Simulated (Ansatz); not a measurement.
CsCl:
```yaml
crystal:
  lattice:
    - [4.14021, 0.00000, 0.00000]
    - [0.00000, 4.14021, 0.00000]
    - [0.00000, 0.00000, 4.14021]
  atoms:
    - { symbol: Cs, position: [0.00000, 0.00000, 0.00000] }
    - { symbol: Cl, position: [0.50000, 0.50000, 0.50000] }
```

Relaxed with r²SCAN.

Task: Give the Bader charges and basin volumes of the independent atoms, plane-wave PAW r²SCAN (Ansatz code).

Result: 

```
atom  Bader charge (e)  Bader volume (Å³)
----  ----------------  -----------------
Cs1              +0.85               35.9
Cl2              -0.85               35.0
```

Space group Pm-3m (CsCl type). The cell was relaxed with r²SCAN under the symmetry of its start. Spin–orbit coupling is left out wherever it is not named.

Potentials: the earlier of the program's two PAW sets. The files were generated under PBE; for other functionals the program regenerates the frozen cores, and for LDA and PBEsol the local potential too.
